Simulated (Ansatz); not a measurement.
An element in the sc structure gives these cold pressures by all-electron LAPW under LDA (Ansatz 0.2.0, scalar-relativistic, no spin polarisation).

| V (Å³/atom) | P (GPa) |
| --- | --- |
| 35.72 | 0.00 |
| 31.43 | 1.19 |
| 27.86 | 2.89 |
| 24.29 | 5.79 |
| 20.72 | 11.05 |
| 17.86 | 18.66 |
| 15.36 | 30.4 |

Q: Which element is it?

A: Na. Its zero-pressure volume in this structure is near 35.7 Å³/atom; the volume and the steepness of P(V) together point to it, though neighbours can come close. Other candidates weren't computed, and some may come near.
